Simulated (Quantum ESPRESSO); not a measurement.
```cif
data_Ba4P12
_chemical_formula_sum 'P12 Ba4'
_space_group_name_H-M_alt 'C2/m'
_space_group_IT_number 12
_space_group_name_Hall '-C 2y'
_cell_length_a 11.80005
_cell_length_b 7.73386
_cell_length_c 4.78766
_cell_angle_alpha 90.000
_cell_angle_beta 112.486
_cell_angle_gamma 90.000
loop_
_space_group_symop_operation_xyz
  'x, y, z'
  '-x, -y, -z'
  '-x, y, -z'
  'x, -y, z'
  'x+1/2, y+1/2, z'
  '-x+1/2, -y+1/2, -z'
  '-x+1/2, y+1/2, -z'
  'x+1/2, -y+1/2, z'
loop_
_atom_site_label
_atom_site_type_symbol
_atom_site_symmetry_multiplicity
_atom_site_Wyckoff_symbol
_atom_site_fract_x
_atom_site_fract_y
_atom_site_fract_z
_atom_site_occupancy
P1 P 4 i 0.40958 0.00000 0.02375 1
P2 P 8 j 0.41759 0.23077 0.29170 1
Ba1 Ba 4 i 0.17385 0.00000 0.31542 1
```
(The calculation used a cell of 8 atoms; values per cell refer to that cell.)

The geometry is that of Materials Project entry mp-7808, symmetrised and not relaxed again.

### Question
What does LDA (Quantum ESPRESSO, PseudoDojo norm-conserving, 57 Ry, no spin-orbit coupling) give for the electronic structure near the Fermi level?

### Answer
The LDA gap is indirect, 0.54 eV, from 20 % of the way from H to F1 to Γ; the smallest direct gap is 0.68 eV. Another valence extremum on the path lies within 0.02 eV, too close to call. 

The structure is a Materials Project entry; no match was found in the copy of COD used, and its stability was not checked.
